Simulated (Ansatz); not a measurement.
Mg2CdSe3: stable or not

The structure comes from a generated guess, relaxed at this level; another structure or a mixture of phases may lie lower.

Theory: DFT PBE, scalar-relativistic, plane waves, PAW (Ansatz 0.2.0). Cutoff 420 eV, Γ-centred 6×6×2 mesh (12-atom cell), Gaussian smearing of 0.02 eV, no spin polarisation.

```cif
data_structure
_symmetry_space_group_name_H-M 'P6_3mc'
_symmetry_Int_Tables_number 186
_cell_length_a 4.3008
_cell_length_b 4.3008
_cell_length_c 20.8766
_cell_angle_alpha 90.000
_cell_angle_beta 90.000
_cell_angle_gamma 120.000
_cell_volume 334.43
loop_
_atom_site_label
_atom_site_type_symbol
_atom_site_symmetry_multiplicity
_atom_site_Wyckoff_symbol
_atom_site_fract_x
_atom_site_fract_y
_atom_site_fract_z
_atom_site_occupancy
Mg1 Mg 2 b 0.66667 0.33333 0.16740 1
Mg2 Mg 2 b 0.66667 0.33333 0.83026 1
Cd1 Cd 2 b 0.66667 0.33333 0.50091 1
Se1 Se 2 b 0.66667 0.33333 0.29195 1
Se2 Se 2 b 0.66667 0.33333 0.62939 1
Se3 Se 2 b 0.66667 0.33333 0.95509 1
```

Formation energies are uncorrected and refer to the elements' standard structures at the same level.

Question: These tests were run: energy against the elements; random kick, then relaxation without symmetry; phonons on a 2×2×1 q mesh; elastic tensor. What do they show?

Answer:

```tsv
test	result
energy against the elements	−1.047 eV/atom
random kick, then relaxation without symmetry	returns
phonons on a 2×2×1 q mesh	no imaginary mode on the mesh
elastic tensor	least eigenvalue 14 GPa
```

It fails none of these tests. Other phases of the system weren't compared here, so this isn't yet thermodynamic stability.

The reference form of Se is held partly by dispersion forces, which this level lacks. The kick test ran on a coarse mesh. The run for the phonons used a 6×6×2 k mesh. The run for the elastic tensor used a 6×6×2 k mesh.
